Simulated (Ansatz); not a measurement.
OsO$_{4}$:
```yaml
crystal:
  lattice:
    - [-2.14221, 2.14221, 3.88058]
    - [2.14221, -2.14221, 3.88058]
    - [2.14221, 2.14221, -3.88058]
  atoms:
    - { symbol: Os, position: [0.50000, 0.50000, 0.00000] }
    - { symbol: O, position: [0.14539, 0.60426, 0.00000] }
    - { symbol: O, position: [0.85461, 0.85461, 0.45887] }
    - { symbol: O, position: [0.60426, 0.14539, 0.00000] }
    - { symbol: O, position: [0.39574, 0.39574, 0.54113] }
```

Tensor components refer to the Cartesian frame of this cell.

### Question
Give the high-frequency dielectric tensor and the Born effective charge tensors of the independent atoms from DFPT, plane-wave PAW LDA (Ansatz code).

### Answer

ε∞:
```
3.22  0.00  0.00
0.00  3.22  0.00
0.00  0.00  3.35
```
Z* of atom 1 (Os), rows: field, columns: displacement, in e:
```
2.99  0.00  0.00
0.00  2.99  0.00
0.00  0.00  3.07
```
Z* of atom 2 (O), rows: field, columns: displacement, in e:
```
-0.75   0.45   0.49
 0.45  -0.75  -0.49
 0.50  -0.50  -0.77
```

Static charges for comparison (Bader): Os1 +2.68, O2 -0.67 e. Born charges measure polarisation by displacement and can exceed these by far.

Space group I-42m. The first step of the workflow began from a Materials Project structure, measured or hypothetical; the Crystallography Open Database copy checked does not list it. COD files the formula under space group No. 5. Whether it is the stable phase at ambient conditions was not checked. Symmetry was held in the LDA relaxation; its stability against distortions is not shown here. The run is not spin-polarised. A crystal of weakly bound molecules computed without a dispersion correction: the cell and the soft elastic constants depend strongly on that. Scalar-relativistic: spin–orbit coupling is off unless named, which matters more the heavier the elements.

Potentials: the later of the program's two PAW sets.
